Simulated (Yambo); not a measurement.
Convergence of the G0W0 gap of KScMo2O8

G0W0@LDA for KScMo2O8 (space group P-3m1, No. 164) in Yambo. Reference settings: 3×3×2 Γ-centred k mesh, bands 4 to 249 and a 6 Ry block in the screening, 249 bands in G with the Bruneval-Gonze terminator, plasmon pole fitted at 27.2 eV. The LDA gap Γ → Γ on this mesh is 3.40 eV; G0W0 gaps are taken between the same points.

| change from the reference | G0W0 gap Γ → Γ (eV) | shift of the valence edge (eV) | rough Yambo cost |
|---|---|---|---|
| reference settings | 5.93 | -0.72 | 1 |
| 168 bands in W, 168 bands in G | 5.98 | -0.65 | within a factor of two |
| 107 bands in G | 5.97 | -0.67 | – |
| 5 Ry block | 5.93 | -0.70 | within a factor of two |
| no random integration | 5.86 | -0.53 | – |

The reference isn't shown to be the converged limit. Costs are rough (shared machines), scaled to the same edge states, and given only for runs that recompute the screening.

Spin-orbit splittings are left out.

Geometry of the Materials Project entry, not relaxed at this level; primitive cell a = b = 5.8850 Å, c = 7.4049 Å, α = β = 90.00°, γ = 120.00°.

The structure is a Materials Project entry; no match was found in the copy of COD used, and its stability was not checked.

A shift is the quasiparticle energy of the state minus its LDA energy.
